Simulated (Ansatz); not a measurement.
Starting cell, ZrPbO$_{3}$ (cubic perovskite):

```
CELL_PARAMETERS angstrom
      8.21717     0.00000     0.00000
      4.10859     4.10859     0.00000
      4.10859     0.00000     4.10859
ATOMIC_POSITIONS crystal
  Zr 0.00000 0.00000 0.00000
  Zr 0.50000 0.00000 0.00000
  Pb 0.75000 0.50000 0.50000
  Pb 0.25000 0.50000 0.50000
  O  0.25000 0.00000 0.00000
  O  0.75000 0.00000 0.00000
  O  0.75000 0.50000 0.00000
  O  0.25000 0.50000 0.00000
  O  0.75000 0.00000 0.50000
  O  0.25000 0.00000 0.50000
```

A phonon eigenvector at R = (0.5, 0.5, 0.5) is frozen into this cell: atom i moves by Q times the vector below, so Q is the largest atomic displacement, in Å. The cell is held. It is one choice among 3 degenerate patterns. (q is in reciprocal vectors of the primitive cell; the cell shown is doubled to hold the pattern.)

```json
[
 {"atom": "O7", "x": "0.000", "y": "0.000", "z": "1.000"},
 {"atom": "O8", "x": "0.000", "y": "0.000", "z": "-1.000"},
 {"atom": "O9", "x": "0.000", "y": "-1.000", "z": "0.000"},
 {"atom": "O10", "x": "0.000", "y": "1.000", "z": "0.000"}
]
```

Atoms not listed stay in place.

Method: LDA (plane waves to 420 eV, PAW, scalar-relativistic; Ansatz, a quantum-chemistry and plane-wave program). k mesh 8×8×8 (Γ-centred), Fermi-Dirac smearing 0.05 eV. Energies are smeared free energies. Spin-orbit coupling is left out, though Pb is heavy. This is a high-temperature form of ZrPbO3. ZrPbO3 is run without spin polarisation. ZrPbO3 was relaxed with its symmetry unable to fall. ΔE is measured from the undisplaced structure.

```json
[
 {"Q (Å)": "-0.660", "ΔE (meV/cell)": "89"},
 {"Q (Å)": "-0.550", "ΔE (meV/cell)": "-283"},
 {"Q (Å)": "-0.440", "ΔE (meV/cell)": "-385"},
 {"Q (Å)": "-0.330", "ΔE (meV/cell)": "-319"},
 {"Q (Å)": "-0.220", "ΔE (meV/cell)": "withheld"},
 {"Q (Å)": "-0.110", "ΔE (meV/cell)": "-51"},
 {"Q (Å)": "0.000", "ΔE (meV/cell)": "0"},
 {"Q (Å)": "0.110", "ΔE (meV/cell)": "-51"},
 {"Q (Å)": "0.220", "ΔE (meV/cell)": "withheld"},
 {"Q (Å)": "0.330", "ΔE (meV/cell)": "-319"},
 {"Q (Å)": "0.440", "ΔE (meV/cell)": "-385"},
 {"Q (Å)": "0.550", "ΔE (meV/cell)": "-283"},
 {"Q (Å)": "0.660", "ΔE (meV/cell)": "89"}
]
```

Q: Fit an even polynomial form (powers 2, 4, 6) to the given rows and predict ΔE at Q = 0.220.

A: Least squares on the 11 given rows: ΔE = (-4210)·Q² + (12440)·Q⁴ + (-5303)·Q⁶, in meV/cell with Q in Å; root-mean-square residual 1.5 meV/cell. At 0.220 the fit gives -175 meV/cell; the calculation gives -179 meV/cell, so the interpolation is off by 4 (+2.2 %). The quadratic term alone would give -204 meV/cell: it is negative, as the undisplaced cell is unstable along this move.

(A displaced cell: forces are minus the slopes of the energy, force constants its curvatures, and phonons follow from these.)
